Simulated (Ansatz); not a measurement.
Clean, relaxed (100) surface of Ta, space group Im-3m (No. 229) (top face towards +c; atoms held fixed, by place in the list: 1, 2):

```
CELL_PARAMETERS angstrom
3.28052 0.00000 0.00000
0.00000 3.28052 0.00000
0.00000 0.00000 23.56104
ATOMIC_POSITIONS crystal
Ta 0.50000 0.50000 0.36077
Ta 0.00000 0.00000 0.43038
Ta 0.50000 0.50000 0.50029
Ta 0.00000 0.00000 0.57102
Ta 0.50000 0.50000 0.63087
```

Computed with DFT PBEsol, scalar-relativistic, plane waves, PAW (Ansatz). Cutoff 420 eV; k points 9×9×1 on the computed 5-atom cell (Γ-centred); Gaussian smearing, width 0.10 eV; no spin polarisation. A dipole correction removes the field between periodic images along c.

OH is adsorbed on the top face, one adsorbate per 10.8 Å², and relaxed from 3 starting sites (fractions of a and b). E_ads counts from the clean slab and the free adsorbate (spin-polarised where it has unpaired electrons); negative means bound. Heights count from the highest slab atom after relaxation. Δφ is the top face's. Δp counts per cell along +c. Bonded neighbours lie within 1.25 times the sum of covalent radii (1.35 for H) and, on that scale, within 12 % of the closest. With the adsorbate the cell is lengthened along c to keep the vacuum.

```
                           start ends at E_ads (eV) height (Å) shortest contact  Δφ (eV)  Δp (e·Å) whole?
        top (Ta) at (0.50, 0.50) (0.58, 0.42), 1 bonded neighbour (Ta)       -4.92        1.88       O–Ta 1.91 Å    -0.01    +0.002     yes
  bridge (Ta-Ta) at (0.00, 0.50) (0.00, 0.50), 2 bonded neighbours (Ta)       -4.98        1.49       O–Ta 2.22 Å    -0.53    +0.035     yes
hollow (over Ta) at (0.00, 0.00) (0.50, 0.00), 2 bonded neighbours (Ta)       -4.98        1.49       O–Ta 2.22 Å    -0.54    +0.035     yes
```

Among the sites tried, the lowest end comes from the bridge (Ta-Ta) at (0.00, 0.50) start; the hollow (over Ta) at (0.00, 0.00) start ended within 0.02 eV of it, though not always at the same place; other sites may lie lower.

Each end is the local minimum or symmetric point that its start leads to. The slab is only 6.6 Å thick, so the energies aren't converged with thickness.

The adsorbed runs have no spin polarisation, so weakly bound open-shell ends lie too high.